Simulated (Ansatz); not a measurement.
What DFT gives for Rb2AuBrO2

```
Rb Au Br O
1.0
     4.42791    0.00000    0.00000
    -2.21396    3.83469    0.00000
    -2.21396    1.27823   10.14216
Rb Au Br O
2 1 1 2
Direct
  0.74750 0.25250 0.24250
  0.25250 0.74750 0.75750
  0.50000 0.50000 0.50000
  0.00000 0.00000 0.00000
  0.43900 0.56100 0.31700
  0.56100 0.43900 0.68300
```

Level: PBE, no spin polarisation; 420 eV; 9×9×9 Γ-centred mesh; fermi-dirac occupations (width 0.1 eV); Ansatz 0.2.0, fixed geometry.

**Contacts.** Au–O at 1.86 Å: least valence density 1.27 e/Å³ and ELF 0.36 there. Rb–O at 2.67 Å: least valence density 0.17 e/Å³ and ELF 0.07 there. Br–Rb at 3.55 Å: least valence density 0.06 e/Å³ and ELF 0.04 there. Both are smooth PAW fields, read partly inside the augmentation spheres.
**Formation energy.** -0.77 eV an atom against the elements' usual phases (free molecules for gases, crystals otherwise, with no correction for O₂ or N₂), so it is bound against them; other compounds may still compete. Relaxing would lower it.
**Charges.** Bader charges in e: Rb +0.84, Au +0.58, Br -0.62, O -0.82. In the mean Rb gives up most and O takes most.
**Electronic structure.** It is a metal, with about 9.5 states/eV a cell as the mean within 0.25 eV of the Fermi level, mostly O p (57 %), Au d (22 %) and Br p (19 %).
**Forces.** The largest is on Rb1 (and as large on other atoms): 0.83 eV/Å, components (0.00, 0.00, -0.83). It makes 106° with the line to a nearest neighbour, O5 at 2.67 Å.

Origin: a known structure type with other elements, at an estimated volume, so it need not be a known compound. Caveats: many states at the Fermi level without spin polarisation, so a magnetic state may lie lower.
